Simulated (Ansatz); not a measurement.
AlCo (rock salt, space group No. 225) under volume change, r²SCAN in the plane-wave PAW code Ansatz, scaled uniformly.

| V (Å³/atom) | E − E(relaxed) (meV/atom) | P (GPa) |
|---|---|---|
| 12.058 | [?] | [?] |
| 12.455 | 21.8 | 9.24 |
| 12.853 | 5.2 | 4.27 |
| 13.250 | 0.0 | 0.01 |
| 13.648 | 4.6 | -3.63 |
| 14.045 | [?] | [?] |
| 14.443 | 37.7 | -9.42 |

### Question
Some entries are withheld; supply them.

### Answer

- 12.058, E − E(relaxed) (meV/atom): 51.7
- 12.058, P (GPa): 15.05
- 14.045, E − E(relaxed) (meV/atom): 17.6
- 14.045, P (GPa): -6.75

### Question
What does a third-order Birch–Murnaghan fit give for V₀, B₀ and B′?

### Answer
V₀ = 13.25 Å³/atom, B₀ = 131 GPa, B′ = 4.2.

Space group Fm-3m (rock salt). The start of the workflow was typed in or built on a structure type; neither database checked (COD, Materials Project) lists it. Whether it is the stable phase at ambient conditions was not checked. The r²SCAN relaxation kept the symmetry of its start. At this level the phase is mechanically unstable. The workflow began spin-polarised and lost its moments. The cell computed holds one magnetic atom, so no antiferromagnetic order was within reach. Its formation energy is positive at this level, so the cell may be metastable or incomplete.

Potentials: the earlier of the program's two PAW sets.
